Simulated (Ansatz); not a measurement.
The elements of this relaxed trial crystal are hidden behind letters.

```
lattice vectors (Å)
   5.9216    0.0000    0.0000
   0.0000    5.9216    0.0000
   0.0000    0.0000    7.5102
fractional positions
X 0.0000 0.5000 0.1953
X 0.5000 0.0000 0.1953
X 0.0000 0.5000 0.8047
X 0.5000 0.0000 0.8047
X 0.5000 0.5000 0.5000
X 0.0000 0.0000 0.5000
Z 0.0000 0.0000 0.0000
Q 0.5000 0.5000 0.1383
Q 0.5000 0.5000 0.8617
```

Theory: Ansatz 0.2.0, DFT PBE, scalar-relativistic, plane waves, PAW. The final run on the 9-atom cell used 420 eV, a Γ-centred 6×6×6 mesh, 0.10 eV smearing and no spin polarisation.

```
Space group                              : P4/mmm (No. 123)
Conventional cell                        : a = 5.922 Å, c = 7.510 Å
Volume per atom                          : 29.26 Å³
Density                                  : 2.06 g/cm³
Formation energy                         : −0.27 eV/atom
Gap on the 6×6×6 mesh of the 9-atom cell : 0 eV (a metal)
```

Energies are uncorrected and count from the elements' standard states at the same level.

Q: X is an s-block element of period 3, Z is a p-block element of period 5 and Q is a p-block element of period 3. Which elements are they?

A: X = Na, Z = Te, Q = P, so the formula is Na6TeP2. Density times volume gives a mean mass of 2.06 × 29.26/1.6605 = 36.3 u per atom, and this set has 36.4 u. Around Na on a site of symmetry 2mm lie 1 Na at 2.93 Å, 2 P at 2.99 Å, 2 Te at 3.30 Å and 4 Na at 3.74 Å; around Te lie 8 Na at 3.30 Å and 2 Na at 3.76 Å; P has 1 P at 2.08 Å, 1 Na at 2.72 Å and 4 Na at 2.99 Å; 2 more sites not described. Other sets within the hints have nearly the same mass, so mass alone doesn't settle it; this one was computed.

These runs have no spin–orbit coupling, which can matter for Te. Symmetry constrained the relaxation, so the result can be a saddle point.
